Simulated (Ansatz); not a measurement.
## Li$_{2}$SnF$_{3}$: zone-centre modes

All numbers below come from DFT PBE+D3(BJ), scalar-relativistic, plane waves, PAW in Ansatz 0.2.0. Settings: 420 eV plane-wave cutoff, Γ-centred 12×12×6 mesh, Fermi-Dirac smearing of 0.15 eV. No spin polarisation. Phonons by linear response, acoustic sum rule imposed.

The cell, relaxed at this level:
```xyz
6
Lattice="3.0450 0.0000 0.0000 -1.5225 2.6370 0.0000 0.0000 0.0000 8.7354" Properties=species:S:1:pos:R:3 pbc="T T T"
Li    0.0000    0.0000    4.5386
Li    0.0000    1.7580    6.7983
Sn    0.0000    1.7580    1.2582
F     0.0000    0.0000    7.8775
F     0.0000    1.7580    3.4526
F     1.5225    0.8790    5.6399
```

The structure comes from a generated guess, relaxed at this level; another structure or a mixture of phases may lie lower. In a metal, frequencies depend on the k mesh and the smearing, soft modes most. Spin–orbit coupling is left out, which matters for heavy elements.

Question: Is this structure stable against zone-centre distortions?

Answer: No: 2 of the 15 optical modes are imaginary.

Question: List the optical modes at Γ (i marks imaginary ones).

Answer:
| frequency (cm⁻¹) | degeneracy |
| --- | --- |
| 25i | 2 |
| 99 | 2 |
| 162 | 2 |
| 169 | 1 |
| 200 | 2 |
| 231 | 2 |
| 270 | 1 |
| 343 | 1 |
| 443 | 1 |
| 552 | 1 |
